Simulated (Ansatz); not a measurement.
SnIr:
Space group P6/mmm (No. 191); a = 5.6601 Å, b = 5.6601 Å, c = 4.3919 Å, α = 90.00°, β = 90.00°, γ = 120.00°

| atom | site | symmetry | x | y | z |
|---|---|---|---|---|---|
| Ir | 3f | mmm | 0.0000 | 0.5000 | 0.0000 |
| Sn | 2d | -6m2 | 0.3333 | 0.6667 | 0.5000 |
| Sn | 1a | 6/mmm | 0.0000 | 0.0000 | 0.0000 |

Relaxed at zero pressure with the program Ansatz at the PBE level (PAW).

### Question
The volume is raised by 6 % and shape and atoms relax at that volume. What pressure results, and how do the axes share the change?

### Answer
-7.8 GPa; a 1.9 %, b 1.9 %, c 2.1 %; the energy rises by 31 meV/atom.

### Question
Give the new structure.

### Answer

Space group P6/mmm (No. 191); a = b = 5.767 Å, c = 4.484 Å, α = β = 90.00°, γ = 120.00°

```json
[
 {"atom": "Ir", "site": "3f", "symmetry": "mmm", "x": "0.0000", "y": "0.5000", "z": "0.0000"},
 {"atom": "Sn", "site": "2d", "symmetry": "-6m2", "x": "0.3333", "y": "0.6667", "z": "0.5000"},
 {"atom": "Sn", "site": "1a", "symmetry": "6/mmm", "x": "0.0000", "y": "0.0000", "z": "0.0000"}
]
```

The phase is kept; no other phase was compared at this pressure.

The start of the workflow was typed in or built on a structure type; neither database checked (COD, Materials Project) lists it. COD files the formula under space group No. 194. Its standing as an ambient phase is unchecked. Symmetry was held in the PBE relaxation; whether a distortion lowers the energy is not shown. The run is not spin-polarised. Axis ratios of metals converge slowly with the k-mesh, so a and c are less sure than the volume. Spin–orbit coupling is left out wherever it is not named.

Potentials: the earlier of the program's two PAW sets.
